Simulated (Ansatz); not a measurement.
MoRu:
```
MoRu
1.0
    2.76465     0.00000     0.00000
    0.00000     2.76465     0.00000
    0.00000     0.00000     3.81566
Ru Mo
1 1
Direct
  0.00000   0.00000   0.00000
  0.50000   0.50000   0.50000
```

Relaxed with r²SCAN. Special points in fractions of this cell's reciprocal vectors: Γ (0.000, 0.000, 0.000); X (0.000, 0.500, 0.000); M (0.500, 0.500, 0.000); Z (0.000, 0.000, 0.500); R (0.000, 0.500, 0.500); A (0.500, 0.500, 0.500).

Task: List the band energies nearest the Fermi level at these points for the program Ansatz at the r²SCAN with spin–orbit coupling level (PAW).

Result: In eV from the Fermi level; about four levels below and three above (degenerate sets whole), none deeper than 8.9 eV; points with the same levels are listed once.

| k | below | above |
|---|---|---|
| Γ | -1.92 -1.92 -1.46 -1.46 | 0.38 0.38 1.23 1.23 |
| X | -1.12 -1.12 -0.29 -0.29 | 0.53 0.53 1.80 1.80 |
| M | -5.43 -5.43 -5.40 -5.40 | 2.21 2.21 2.41 2.41 |
| Z | -0.66 -0.66 -0.58 -0.58 | 0.31 0.31 0.72 0.72 |
| R | -1.99 -1.99 -1.22 -1.22 | 1.22 1.22 1.49 1.49 |
| A | -2.46 -2.46 -0.38 -0.38 | 1.67 1.67 2.23 2.23 |

Space group P4/mmm (L1₀ or tetragonal B2). The start of the workflow was typed in or built on a structure type; neither database checked (COD, Materials Project) lists it. Whether it is the stable phase at ambient conditions was not checked. The cell was relaxed with r²SCAN under the symmetry of its start; its stability against distortions is not shown here. The run is not spin-polarised.

Potentials: the earlier of the program's two PAW sets.
